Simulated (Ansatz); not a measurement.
Here is the system:

TiNb in space group Cmmm (No. 65; Ti on 2c, Nb on 2a), a = 3.224 Å, b = 4.592 Å, c = 4.575 Å, α = 90.00°, β = 90.00°, γ = 90.00°; the cell used has 2 atoms.

This is the PBEsol-relaxed structure.

Q: All from the program Ansatz at the PBEsol level (PAW), unless another level is named. Give the density of states at the Fermi level.

A: 1.7 states/eV per atom (mean over ±0.08 eV).

Q: What about the formation energy from the elements (no fitted shifts)?

A: 0.039 eV/atom.

The workflow started from a Materials Project entry (that database holds measured and hypothetical structures alike); the Crystallography Open Database copy checked does not list it. With Ti and Nb taken as one species the cell has the higher symmetry Im-3m, so it may be an ordered model of a mixed-site phase. Whether it is the stable phase at ambient conditions was not checked. Symmetry was held in the PBEsol relaxation; its stability against distortions is not shown here. No spin polarisation was allowed. Axis ratios of metals converge slowly with the k-mesh, so a and c are less sure than the volume. The references are the lowest solids computed at this level, not always the standard phases. Spin–orbit coupling is left out wherever it is not named.

Potentials: the later of the program's two PAW sets.
